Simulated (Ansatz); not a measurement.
Strain response of TiSb₂

The calculation used DFT PBEsol, scalar-relativistic, plane waves, PAW (Ansatz 0.2.0). Run with 420 eV cutoff, 6×6×6 k-mesh, Gaussian smearing of 0.10 eV, no spin polarisation.

Starting point, cell and atoms relaxed:

```
Ti Sb
1.0
     6.63504    0.00000    0.00000
     0.00000    6.63504    0.00000
     0.00000    0.00000    5.71405
Ti Sb
4 8
Direct
  0.00000 0.00000 0.25000
  0.00000 0.00000 0.75000
  0.50000 0.50000 0.75000
  0.50000 0.50000 0.25000
  0.15300 0.65300 0.00000
  0.34700 0.15300 0.00000
  0.34700 0.84700 0.50000
  0.15300 0.34700 0.50000
  0.65300 0.15300 0.50000
  0.84700 0.65300 0.50000
  0.84700 0.34700 0.00000
  0.65300 0.84700 0.00000
```

Deformation: biaxial strain in the a-b plane, with the length and tilt of c and the atoms relaxed, all within the symmetry that the strain leaves. Energies are extrapolated to zero smearing. On this cell's mesh the reference holds a stress of up to 0.29 GPa.

Problem. Give the structure at -1.0 %.

Solution.
```
Ti Sb
1.0
     6.56869    0.00000    0.00000
     0.00000    6.56869    0.00000
     0.00000    0.00000    5.75655
Ti Sb
4 8
Cartesian
  0.0000 0.0000 1.4391
  0.0000 0.0000 4.3174
  3.2843 3.2843 4.3174
  3.2843 3.2843 1.4391
  1.0060 4.2903 0.0000
  2.2784 1.0060 0.0000
  2.2784 5.5627 2.8783
  1.0060 2.2784 2.8783
  4.2903 1.0060 2.8783
  5.5627 4.2903 2.8783
  5.5627 2.2784 0.0000
  4.2903 5.5627 0.0000
```
Space group I4/mcm (140), 3.2 meV/atom over the relaxed crystal.